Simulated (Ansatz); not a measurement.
Here is the system:

Cu3Ge:
Space group P-6m2 (No. 187); a = b = 2.6854 Å, c = 8.1554 Å, α = β = 90.00°, γ = 120.00°

```tsv
atom	site	symmetry	x	y	z
Cu	1b	-6m2	0.0000	0.0000	0.5000
Cu	2i	3m.	0.6667	0.3333	0.2576
Ge	1a	-6m2	0.0000	0.0000	0.0000
```

This is the PBEsol-relaxed structure.

**Question.** All from plane-wave PAW PBEsol (Ansatz code), unless another level is named. Predict the electronic character.

**Answer.** metallic (no gap).

**Question.** What about the density of states at the Fermi level?

**Answer.** 0.33 states/eV per atom (mean over ±0.08 eV).

**Question.** Predict the formation energy from the elements (no fitted shifts).

**Answer.** 0.13 eV/atom.

**Question.** Give the gap with spin–orbit coupling.

**Answer.** none (metallic).

The first step of the workflow began from a Materials Project structure, measured or hypothetical; the Crystallography Open Database copy checked does not list it. Its standing as an ambient phase is unchecked. The cell was relaxed with PBEsol under the symmetry of its start; its stability against distortions is not shown here. The run is not spin-polarised. The references are the lowest solids computed at this level, not always the standard phases. Scalar-relativistic: spin–orbit coupling is off unless named, which matters more the heavier the elements.

Potentials: the later of the program's two PAW sets.
